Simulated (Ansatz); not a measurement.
CdHgSe₂:
```xyz
4
Lattice="4.2719 0.0000 0.0000 0.0000 4.2719 0.0000 0.0000 0.0000 6.0234" Properties=species:S:1:pos:R:3 pbc="T T T"
Cd     2.1359     2.1359     3.0117
Hg     0.0000     0.0000     0.0000
Se     0.0000     2.1359     1.5247
Se     2.1359     0.0000     4.4987
```

Relaxed with LDA. Special points in fractions of this cell's reciprocal vectors: Γ (0.000, 0.000, 0.000); X (0.000, 0.500, 0.000); M (0.500, 0.500, 0.000); Z (0.000, 0.000, 0.500); R (0.000, 0.500, 0.500); A (0.500, 0.500, 0.500).

Question: List the band energies nearest the Fermi level at these points for LDA (plane waves, PAW; program Ansatz).

Answer: In eV from the Fermi level; about four levels below and three above (degenerate sets whole), none deeper than 8.9 eV; points with the same levels are listed once.

```
k                    below                     above
-  -----------------------  ------------------------
Γ  -0.40 -0.04 -0.02 -0.02  2.83 3.15 5.57 5.57 5.57
X  -2.46 -2.32 -1.08 -0.84            2.67 3.36 5.47
M  -2.29 -2.21 -2.21 -2.14            2.61 2.81 2.81
Z  -1.42 -1.42 -1.08 -1.08            2.45 2.86 3.49
R  -1.08 -1.00 -0.86 -0.80            1.13 1.98 6.10
A  -2.66 -2.66 -2.56 -2.38       3.82 4.77 5.00 5.00
```

Space group P-4m2. The workflow started from a Materials Project entry (that database holds measured and hypothetical structures alike); the Crystallography Open Database copy checked does not list it. With Cd and Hg taken as one species the cell has the higher symmetry F-43m, so it may be an ordered model of a mixed-site phase. Whether it is the stable phase at ambient conditions was not checked. The cell was relaxed with LDA under the symmetry of its start; of distortions, only those at the zone centre were tested. The Fermi level of a semimetal is unsure by some 0.05 eV on such meshes. Spin–orbit coupling is left out wherever it is not named.

Potentials: the later of the program's two PAW sets.
